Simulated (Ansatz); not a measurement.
**Vibrations of Mo**

Mo in the bcc lattice, in a typed cell, not relaxed.

```xyz
1
Lattice="-1.5800 1.5800 1.5800 1.5800 -1.5800 1.5800 1.5800 1.5800 -1.5800" Properties=species:S:1:pos:R:3 pbc="T T T"
Mo    0.0000    0.0000    0.0000
```

DFT in Ansatz; LDA; Ansatz hand-made PAW at 500 eV; k mesh 8×8×8; Fermi–Dirac smearing of 0.1 eV; no spin. Harmonic phonons by finite displacements in cells commensurate with each q, in cm⁻¹; i marks an unstable mode.

Caveats: coarse k mesh; soft modes or ε∞ of this crystal moved by over a tenth between k meshes, so they aren't converged.

Q: Give all 3 branches at q = (0.5, -0.5, 0.5) and q = (0, 0, 0.5) (reciprocal cell vectors).

A: q = (0.5, -0.5, 0.5): 173 (×3). q = (0, 0, 0.5): 90, 187, 247.
